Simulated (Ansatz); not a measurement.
AgI:
```cif
data_Ag2I2
_chemical_formula_sum 'I2 Ag2'
_space_group_name_H-M_alt 'P 1'
_space_group_IT_number 1
_cell_length_a 4.48479
_cell_length_b 4.48479
_cell_length_c 7.34206
_cell_angle_alpha 90.000
_cell_angle_beta 90.000
_cell_angle_gamma 120.000
loop_
_space_group_symop_operation_xyz
  'x, y, z'
loop_
_atom_site_label
_atom_site_type_symbol
_atom_site_fract_x
_atom_site_fract_y
_atom_site_fract_z
_atom_site_occupancy
I1 I 0.33333 0.66667 0.00224 1
I2 I 0.66667 0.33333 0.50224 1
Ag1 Ag 0.33333 0.66667 0.62776 1
Ag2 Ag 0.66667 0.33333 0.12776 1
```

Relaxed with LDA.

Q: Which orbitals make up the states near the band edges in LDA (plane waves, PAW; program Ansatz)?

A: Top 1 eV of the valence band: I 5p 65 %, Ag 4d 32 %. Bottom 1 eV of the conduction band: Ag 5s 66 %, I 5p 16 %, I 5s 14 %. Projections are on Löwdin-orthogonalised atomic valence shells; empty p or d shells of many metals are not among them.

Q: Tabulate the density of states.

A: States/eV per cell of 4 atoms, in 0.25 eV bins, energy from the valence-band maximum.

| E (eV) | total | Ag 4d | I 5p | Ag 5s |
|---|---|---|---|---|
| -7.85 | 0.00 | 0.00 | 0.00 | 0.00 |
| -7.60 | 0.00 | 0.00 | 0.00 | 0.00 |
| -7.35 | 0.00 | 0.00 | 0.00 | 0.00 |
| -7.10 | 0.00 | 0.00 | 0.00 | 0.00 |
| -6.85 | 0.00 | 0.00 | 0.00 | 0.00 |
| -6.60 | 0.00 | 0.00 | 0.00 | 0.00 |
| -6.35 | 0.00 | 0.00 | 0.00 | 0.00 |
| -6.10 | 0.00 | 0.00 | 0.00 | 0.00 |
| -5.85 | 0.00 | 0.00 | 0.00 | 0.00 |
| -5.60 | 0.00 | 0.00 | 0.00 | 0.00 |
| -5.35 | 0.00 | 0.00 | 0.00 | 0.00 |
| -5.10 | 0.00 | 0.00 | 0.00 | 0.00 |
| -4.85 | 11.88 | 4.34 | 6.02 | 1.43 |
| -4.60 | 15.14 | 8.45 | 6.03 | 0.59 |
| -4.35 | 18.90 | 10.76 | 7.49 | 0.54 |
| -4.10 | 2.08 | 1.22 | 0.80 | 0.05 |
| -3.85 | 0.00 | 0.00 | 0.00 | 0.00 |
| -3.60 | 6.43 | 6.33 | 0.05 | 0.02 |
| -3.35 | 25.57 | 24.82 | 0.34 | 0.27 |
| -3.10 | 5.58 | 4.90 | 0.37 | 0.13 |
| -2.85 | 4.05 | 3.00 | 0.69 | 0.19 |
| -2.60 | 3.13 | 1.96 | 0.91 | 0.13 |
| -2.35 | 2.97 | 1.56 | 1.17 | 0.12 |
| -2.10 | 4.00 | 1.82 | 1.92 | 0.12 |
| -1.85 | 4.66 | 1.88 | 2.52 | 0.10 |
| -1.60 | 3.87 | 1.45 | 2.20 | 0.08 |
| -1.35 | 5.66 | 1.99 | 3.43 | 0.07 |
| -1.10 | 5.76 | 1.96 | 3.59 | 0.05 |
| -0.85 | 4.05 | 1.33 | 2.60 | 0.03 |
| -0.60 | 2.43 | 0.78 | 1.58 | 0.02 |
| -0.35 | 1.40 | 0.44 | 0.94 | 0.00 |
| -0.10 | 0.42 | 0.13 | 0.29 | 0.00 |
| 0.15 | 0.00 | 0.00 | 0.00 | 0.00 |
| 0.40 | 0.00 | 0.00 | 0.00 | 0.00 |
| 0.65 | 0.00 | 0.00 | 0.00 | 0.00 |
| 0.90 | 0.00 | 0.00 | 0.00 | 0.00 |
| 1.15 | 0.00 | 0.00 | 0.00 | 0.00 |
| 1.40 | 0.02 | 0.00 | 0.00 | 0.02 |
| 1.65 | 0.08 | 0.00 | 0.01 | 0.05 |
| 1.90 | 0.13 | 0.00 | 0.02 | 0.08 |
| 2.15 | 0.21 | 0.00 | 0.04 | 0.13 |
| 2.40 | 0.35 | 0.00 | 0.07 | 0.22 |
| 2.65 | 0.73 | 0.00 | 0.13 | 0.44 |
| 2.90 | 1.88 | 0.01 | 0.32 | 1.01 |
| 3.15 | 2.69 | 0.02 | 0.46 | 1.39 |
| 3.40 | 3.35 | 0.02 | 0.58 | 1.55 |
| 3.65 | 3.29 | 0.02 | 0.59 | 1.47 |
| 3.90 | 1.81 | 0.01 | 0.35 | 0.81 |
| 4.15 | 1.34 | 0.01 | 0.26 | 0.56 |
| 4.40 | 0.46 | 0.00 | 0.06 | 0.12 |
| 4.65 | 3.33 | 0.03 | 0.25 | 0.42 |
| 4.90 | 5.48 | 0.04 | 0.34 | 0.53 |
| 5.15 | 3.26 | 0.02 | 0.19 | 0.31 |
| 5.40 | 2.17 | 0.01 | 0.11 | 0.19 |
| 5.65 | 1.76 | 0.01 | 0.06 | 0.12 |

Space group P6_3mc (wurtzite). Symmetry was held in the LDA relaxation; phonons on a q-mesh show no instability. No spin polarisation was allowed. Spin–orbit coupling is left out wherever it is not named.

Potentials: the later of the program's two PAW sets.
